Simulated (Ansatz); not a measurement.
Space group Immm (No. 71). a = 4.746 Å, b = 7.512 Å, c = 9.955 Å, α = 90.00°, β = 90.00°, γ = 90.00°
```
atom site symmetry x y z
  Ba    4j mm2  0.0000  0.5000  0.2191
  Sb    4h m2m  0.5000  0.7031  0.0000
  Bi    2a mmm  0.0000  0.0000  0.0000
```

Equation of state of this Ba₂BiSb₂ structure (not necessarily the ground state), with shape and atoms relaxed at each volume where symmetry leaves them free. It has no gap at any of these volumes. The calculation used DFT PBEsol, scalar-relativistic, plane waves, PAW in Ansatz 0.2.0.

Plane waves to 420 eV, a k mesh through Γ of 10×10×10 on the computed 5-atom cell and Gaussian smearing (0.10 eV); no spin polarisation.

| V (Å³/atom) | E − E(largest V) (meV/atom) | P (GPa) |
| --- | --- | --- |
| 33.361 | 2.96 | 2.77 |
| 34.426 | -10.30 | 1.27 |
| 35.491 | -14.37 | -0.01 |
| 36.556 | -10.55 | -1.10 |
| 37.620 | 0.00 | -2.04 |

**Question.** Fit a third-order Birch–Murnaghan equation to E(V).

**Answer.** V0 = 35.48 Å³/atom, B0 = 39 GPa, B0' = 4.2.

Spin-orbit coupling is left out, which matters for the bands of heavy elements.